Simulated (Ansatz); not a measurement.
Relaxed-ion elastic tensor of MoPd (CsCl type, Pm-3m) in GPa (Voigt order), PBEsol in the plane-wave PAW code Ansatz; density 11.07 g/cm³, 15.18 Å³ per atom.

```
74.8   320   320   0.0   0.0   0.0
 320  74.8   320   0.0   0.0   0.0
 320   320  74.8   0.0   0.0   0.0
 0.0   0.0   0.0   110   0.0   0.0
 0.0   0.0   0.0   0.0   110   0.0
 0.0   0.0   0.0   0.0   0.0   110
```

Question: Is the crystal mechanically stable?

Answer: No: the smallest eigenvalue of C is -245 GPa.

The start of the workflow was typed in or built on a structure type; neither database checked (COD, Materials Project) lists it. Its standing as an ambient phase is unchecked. The PBEsol relaxation kept the symmetry of its start. At this level the phase is mechanically unstable. No spin polarisation was allowed. Its formation energy is positive at this level, so the cell may be metastable or incomplete. As this level gives no gap, shear constants depend on the k-mesh and smearing (Fermi–Dirac, 0.1 eV here).

Potentials: the earlier of the program's two PAW sets. The files were generated under PBE; for other functionals the program regenerates the frozen cores, and for LDA and PBEsol the local potential too.
